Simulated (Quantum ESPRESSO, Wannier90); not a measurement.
**Wannierisation of Na2S (anti-fluorite)**

```
begin unit_cell_cart
ang
    0.0000000000    3.2491550000    3.2491550000
    3.2491550000    0.0000000000    3.2491550000
    3.2491550000    3.2491550000    0.0000000000
end unit_cell_cart
begin atoms_frac
Na   0.2500000000  0.2500000000  0.2500000000
Na  -0.2500000000 -0.2500000000 -0.2500000000
S    0.0000000000  0.0000000000  0.0000000000
end atoms_frac
```

Cell from Materials Project (mp-648), symmetrised, no further relaxation. COD (Crystallography Open Database) has the formula in 2 space groups, this one among them (matched by group alone). Computed values, not measurements, from LDA: Quantum ESPRESSO (norm-conserving PseudoDojo potentials, cutoff 71 Ry, no spin polarisation, no spin-orbit coupling) on a Γ-centred 8×8×8 mesh, then Wannier90. Density: 8×8×8 mesh, cold smearing 0.01 Ry.

Bands 9-12 form an isolated set from -10.14 to 0.00 eV relative to the valence-band maximum (on the path) and are turned into 4 Wannier functions by minimising the spread from the start: sp3 on S.

**Question.** Where do the functions sit, how wide are they and what are they made of?

**Answer.** 
```csv
functions,spread (Å²),"nearest atom, distance (Å)","second atom, distance (Å)",weight on atomic waves
4,1.60,S 0.52,Na 2.30,"S 3p 66 %, S 3s 23 %, Na 3s 10 %"
```

Ω_I = 5.32 Å², Ω_total = 6.41 Å²; the interpolated bands follow pw.x to 0.6 meV rms on the path. It is the lowest total spread that any start reached here.
